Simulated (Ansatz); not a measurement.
The relaxed structure here is a generated cell of InSb: the first start was made by a random draw of sites in a space group, and the end was not matched to a known phase here, so it may be hypothetical. Known forms of InSb include space group No. 216.

A relaxed structure of InSb. Space group P1 (No. 1). These are PBE (plane waves to 420 eV, PAW, scalar-relativistic; Ansatz, a first-principles code) values and carry that method's errors.

Space group P1 (No. 1); a = 6.4690 Å, b = 6.8515 Å, c = 7.7954 Å, α = 66.27°, β = 73.71°, γ = 76.57°

```json
[
 {"atom": "In", "site": "1a", "symmetry": "1", "x": "0.6992", "y": "0.4025", "z": "0.5375"},
 {"atom": "In", "site": "1a", "symmetry": "1", "x": "0.4594", "y": "0.7182", "z": "0.2504"},
 {"atom": "In", "site": "1a", "symmetry": "1", "x": "0.7752", "y": "0.9147", "z": "0.5733"},
 {"atom": "In", "site": "1a", "symmetry": "1", "x": "0.1621", "y": "0.0943", "z": "0.5582"},
 {"atom": "Sb", "site": "1a", "symmetry": "1", "x": "0.3446", "y": "0.3826", "z": "0.8836"},
 {"atom": "Sb", "site": "1a", "symmetry": "1", "x": "0.1031", "y": "0.5403", "z": "0.5697"},
 {"atom": "Sb", "site": "1a", "symmetry": "1", "x": "0.5460", "y": "0.1155", "z": "0.2548"},
 {"atom": "Sb", "site": "1a", "symmetry": "1", "x": "0.3928", "y": "0.7987", "z": "0.8714"}
]
```

```yaml
volume_per_atom: 37.60 Å³
band_gap: "no clear gap: the sampled points leave 0.15 eV away from the symmetry points, which may be a band crossing missed between them"
smallest_direct_gap: 0.25 eV at X
shortest_distances: In–Sb 2.89 Å; Sb–Sb 2.90 Å; In–In 2.93 Å
k-mesh: 8×8×7
```

Band energies at high-symmetry points (eV from the VBM; labels of this space group; no spin-orbit coupling), from −5 eV up to 4.0 eV:

```json
[
 {"point": "Γ", "energies": "-4.99 -4.63 -3.76 -3.42 -3.23 -2.43 -1.95 -1.37 -1.18 -0.62 -0.38 0.25 1.46 2.05 2.32 2.53 3.12 3.57 3.68"},
 {"point": "X", "energies": "-4.87 -4.51 -4.07 -2.73 -2.28 -1.94 -1.69 -1.44 -0.47 -0.27 -0.10 0.15 0.58 1.40 1.84 2.08 2.20 2.75 3.16"},
 {"point": "Y", "energies": "-4.63 -3.69 -3.05 -2.87 -2.40 -1.82 -0.96 -0.86 -0.54 -0.36 0.64 1.09 1.73 2.02 2.85 3.01 3.37 3.53"},
 {"point": "Z", "energies": "-4.79 -4.66 -4.06 -3.29 -2.66 -2.14 -2.11 -1.83 -1.14 -0.99 -0.44 0.66 0.99 1.32 1.66 2.34 2.99 3.57 3.95"},
 {"point": "R", "energies": "-4.17 -3.81 -2.61 -2.10 -1.63 -1.17 -0.82 -0.55 -0.46 -0.13 0.53 1.07 1.15 1.44 2.22 2.78 2.97 3.50 3.69 3.89"},
 {"point": "T", "energies": "-4.51 -3.70 -2.95 -2.72 -2.30 -2.03 -1.89 -1.01 -0.86 -0.26 0.67 1.41 1.94 2.39 2.86 3.02 3.52 3.73 3.94"},
 {"point": "U", "energies": "-4.16 -3.54 -2.95 -2.33 -1.85 -1.56 -1.34 -1.03 -0.47 -0.22 0.40 0.99 1.22 1.63 2.10 2.19 2.49 2.53 3.58"},
 {"point": "V", "energies": "-4.32 -3.58 -2.25 -2.02 -1.72 -1.42 -1.28 -0.74 -0.50 -0.03 0.62 0.70 1.56 1.99 2.41 2.65 2.95 3.02 3.59 3.76"}
]
```

No spin polarisation in the result. Spin-orbit coupling is missing; with elements this heavy it can move band edges by tenths of an eV or more.

It was reached from a disturbed copy of a P4/m (No. 83) cell, against which it lies -0.29 eV/atom.
